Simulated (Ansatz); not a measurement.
Input:

CaS:
```
CELL_PARAMETERS angstrom
      0.00000     2.85601     2.85601
      2.85601     0.00000     2.85601
      2.85601     2.85601     0.00000
ATOMIC_POSITIONS crystal
  Ca 0.00000 0.00000 0.00000
  S  0.50000 0.50000 0.50000
```

This is the PBE-relaxed structure.

Q: All from PBE in the plane-wave PAW code Ansatz, unless another level is named. Estimate the zero-point energy.

A: 35.7 meV/atom.

Q: And the highest zone-centre frequency (without LO–TO term)?

A: 215 cm^-1.

Q: Next, the Poisson's ratio?

A: 0.22.

Q: Predict the vibrational entropy at 300 K.

A: 29.1 J/(K·mol of atoms).

Space group Fm-3m (rock salt). The cell was relaxed with PBE under the symmetry of its start; phonons on a q-mesh show no instability.

Potentials: the later of the program's two PAW sets.
